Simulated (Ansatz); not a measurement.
GaSiGeN in space group R3m (No. 160; Ga on 3a, N on 3a, Ge on 3a, Si on 3a), plane-wave PAW r²SCAN (Ansatz code), all energies at zero smearing, with the estimated change up to a 700 eV cutoff added, with one set of potentials and settings (totals compare only within such a set). Cell of 4 atoms (1 Ga, 1 N, 1 Ge, 1 Si): -9115.278 eV.

```json
[
 {"element": "Ga", "reference phase": "Cmce, 4 atoms in the cell", "E (eV/atom)": "-3790.2722"},
 {"element": "N", "reference phase": "Pa-3, 8 atoms in the cell", "E (eV/atom)": "-384.8341"},
 {"element": "Ge", "reference phase": "Fd-3m, 2 atoms in the cell", "E (eV/atom)": "-4302.9121"},
 {"element": "Si", "reference phase": "Fd-3m, 2 atoms in the cell", "E (eV/atom)": "-639.0665"}
]
```

Formation energy per atom, worked out: (-9115.278 − 1×(-3790.2722) − 1×(-384.8341) − 1×(-4302.9121) − 1×(-639.0665))/4 = 0.452 eV/atom (44 kJ per mol of atoms), at 0 K, without zero-point energy or fitted corrections.

The start of the workflow was typed in or built on a structure type; neither database checked (COD, Materials Project) lists it. Whether it is the stable phase at ambient conditions was not checked. The r²SCAN relaxation kept the symmetry of its start; whether a distortion lowers the energy is not shown. Its formation energy is positive at this level, so the cell may be metastable or incomplete. The references are the lowest solids computed at this level, not always the standard phases (solids in place of the gases).

Potentials: the earlier of the program's two PAW sets. The files were generated under PBE; for other functionals the program regenerates the frozen cores, and for LDA and PBEsol the local potential too.
